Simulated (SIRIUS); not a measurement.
A self-consistent single point of MgZn3O4 (Cm, 8 atoms in the cell; from Materials Project mp-1221958, changed as shown).

```yaml
crystal:
  lattice:
    - [5.87811, -1.62177, 0.00000]
    - [5.87811, 1.62177, 0.00000]
    - [-2.66223, 0.00000, 4.92304]
  atoms:
    - { symbol: Mg, position: [0.25130, 0.25130, 0.92000] }
    - { symbol: Zn, position: [0.75060, 0.75060, 0.41570] }
    - { symbol: Zn, position: [0.49930, 0.49930, 0.83020] }
    - { symbol: Zn, position: [0.99980, 0.99980, 0.33510] }
    - { symbol: O, position: [0.06140, 0.06140, 0.72890] }
    - { symbol: O, position: [0.55850, 0.55850, 0.22510] }
    - { symbol: O, position: [0.80870, 0.80870, 0.14000] }
    - { symbol: O, position: [0.30840, 0.30840, 0.64290] }
```

All values come from this method and carry its errors: LDA (PW92), PseudoDojo 0.4 standard norm-conserving LDA (tails mended) pseudopotentials (plane waves; SIRIUS).

SIRIUS settings:

```
key                                                                                                           value
--------------------------------------  ---------------------------------------------------------------------------
parameters.ngridk                                                                                             4 4 2
parameters.xc_functionals                                                                   [XC_LDA_X, XC_LDA_C_PW]
parameters.gk_cutoff                                                                                   9.165 1/bohr
parameters.pw_cutoff                                                                                  18.331 1/bohr
parameters.smearing                                                                                        gaussian
parameters.smearing_width                                                                                 0.0001 Ha
potentials                              PseudoDojo 0.4 standard norm-conserving LDA (tails mended) pseudopotentials
parameters.electronic_structure_method                                                              pseudopotential
parameters.num_bands                                                                                             56
parameters.num_mag_dims                                                                                           0
parameters.num_dft_iter                                                                                         100
parameters.energy_tol                                                                                      1e-07 Ha
parameters.density_tol                                                                                        1e-06
mixer.type                                                                                                 broyden2
mixer.beta                                                                                                      0.5
mixer.use_hartree                                                                                             false
```

Results:

* **Number of valence electrons**: 94
* **Number of bands**: 56
* **Number of k-points after the program's reduction**: 14
* **Number of plane waves (most at a k-point)**: 8259
* **Number of SCF iterations**: 16
* **FFT grid**: 72 × 72 × 64
* **Free energy E − TS**: -20470.7210 eV
* **Gap on the k-point mesh**: 1.35 eV
* **Pressure**: -5.02 GPa
* **Largest force (vector length)**: 0.228 eV/Å

Forces (eV/Å):
```csv
atom,Fx,Fy,Fz
Mg1,0.032,0.000,0.028
Zn2,0.010,0.000,-0.010
Zn3,-0.017,0.000,-0.009
Zn4,-0.032,0.000,-0.009
O5,-0.167,0.000,-0.106
O6,0.006,0.000,0.004
O7,0.021,0.000,0.227
O8,0.147,0.000,-0.124
```

Stress (GPa, positive for compression):
```
-4.92   0.00   0.12
 0.00  -5.00   0.00
 0.12   0.00  -5.15
```

Gaps are taken between levels on the mesh.

For comparison: a first run was changed to give this one (volume scaled by 0.99), and from it to this one the free energy drops by 4.2 meV/atom, the pressure goes from -6.32 to -5.02 GPa, the largest force goes from 0.237 to 0.228 eV/Å and the gap on the mesh goes from 1.330 to 1.353 eV.

The structure comes from a collection of computed structures, made at another level of theory; the collection holds predicted forms beside known ones.

Cost on one core: very roughly 110 core-seconds.

“Tails mended”: in these copies of the files the far tail of each local potential was reset to the Coulomb form.
